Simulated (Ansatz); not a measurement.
NiSbS in space group P2_13 (No. 198; Ni on 4a, Sb on 4a, S on 4a), plane-wave PAW PBE (Ansatz code), all energies at zero smearing, with the estimated change up to a 700 eV cutoff added, with one set of potentials and settings (totals compare only within such a set). Cell of 12 atoms (4 Ni, 4 Sb, 4 S): -52908.900 eV.

```
element                             reference phase  E (eV/atom)
-------  ------------------------------------------  -----------
Ni       Fm-3m, 1 atoms in the cell, spin-polarised   -5839.7239
Sb                        R-3m, 2 atoms in the cell   -6484.4916
S                        Fddd, 32 atoms in the cell    -902.0599
```

Formation energy per atom, worked out: (-52908.900 − 4×(-5839.7239) − 4×(-6484.4916) − 4×(-902.0599))/12 = -0.317 eV/atom (-31 kJ per mol of atoms), at 0 K, without zero-point energy or fitted corrections.

The first step of the workflow began from a Materials Project structure, measured or hypothetical; the Crystallography Open Database files this formula in space group No. 198, but the cells were not matched. Its standing as an ambient phase is unchecked. The PBE relaxation kept the symmetry of its start; its stability against distortions is not shown here. No spin polarisation was allowed. The references are the lowest solids computed at this level, not always the standard phases. Spin–orbit coupling is left out wherever it is not named.

Potentials: the later of the program's two PAW sets.
